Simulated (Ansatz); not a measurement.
AlPd in space group P2_13 (No. 198; Al on 4a, Pd on 4a) under volume change, PBEsol in the plane-wave PAW code Ansatz, shape and atoms relaxed at each volume.

| V (Å³/atom) | E − E(relaxed) (meV/atom) | P (GPa) |
|---|---|---|
| 12.976 | 71.8 | 19.60 |
| 13.404 | 30.0 | 11.92 |
| 13.832 | 7.1 | 5.46 |
| 14.260 | 0.0 | 0.01 |
| 14.687 | 6.3 | -4.57 |
| 15.115 | 23.7 | -8.40 |
| 15.543 | 50.6 | -11.60 |

Task: What does a third-order Birch–Murnaghan fit give for V₀, B₀ and B′?

Result: V₀ = 14.26 Å³/atom, B₀ = 166 GPa, B′ = 4.8.

The first step of the workflow began from a Materials Project structure, measured or hypothetical; the Crystallography Open Database copy checked does not list it. With Al and Pd taken as one species the cell has the higher symmetry Pa-3, so it may be an ordered model of a mixed-site phase. Its standing as an ambient phase is unchecked. Symmetry was held in the PBEsol relaxation; its stability against distortions is not shown here. The run is not spin-polarised.

Potentials: the earlier of the program's two PAW sets. The files were generated under PBE; for other functionals the program regenerates the frozen cores, and for LDA and PBEsol the local potential too.
